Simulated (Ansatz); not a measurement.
## B-11 NMR of the central transition in BN under strain

Cell: a COD entry, relaxed with PBE at fixed cell and then changed (z compressed by 2 %, ions relaxed).

```
B N
1.0
     2.54000    0.00000    0.00000
    -1.27000    2.19970    0.00000
     0.00000    0.00000    6.46604
B N
2 2
Direct
  0.33333 0.66667 0.25000
  0.66667 0.33333 0.75000
  0.33333 0.66667 0.75000
  0.66667 0.33333 0.25000
```

Atoms are numbered from 1 in the order listed; like atoms form one site, named after its first atom.

Method: Kohn–Sham DFT in Ansatz, PBE, plane waves and PAW, scalar-relativistic, 420 eV cutoff, Γ-centred 13×13×5 k-points, Fermi–Dirac smearing 0.02 eV.

B-11 has I = 3/2 and Q = 40.59 mb (Pyykkö 2018); at 28.2 T its Larmor frequency is ν₀ = 385.3 MHz. Only the quadrupole interaction is simulated: positions count from each site's isotropic chemical shift, and J coupling is left out, as are shift anisotropy and dipolar coupling, which fast spinning averages.

(1) What does the B-11 spectrum (fast magic-angle spinning) show for each site?

Results:

(1) 

```
site    first shell  C_Q (MHz)     η  P_Q (MHz)  δ_QIS (ppm)  breadth (kHz)
   B  3 N at 1.47 Å       2.70  0.00       2.70        -1.23           1.01
```

δ_QIS = −(ν_Q²/30ν₀²)[I(I+1) − 3/4](1 + η²/3) × 10⁶ ppm with ν_Q = 3|C_Q|/[2I(2I−1)]; it falls as 1/B₀² in ppm, and the breadth as 1/B₀ in kHz.

An axis of threefold or higher order runs through B, so V_zz lies along it and η is zero.

At this changed cell the PBE pressure is -6 GPa.
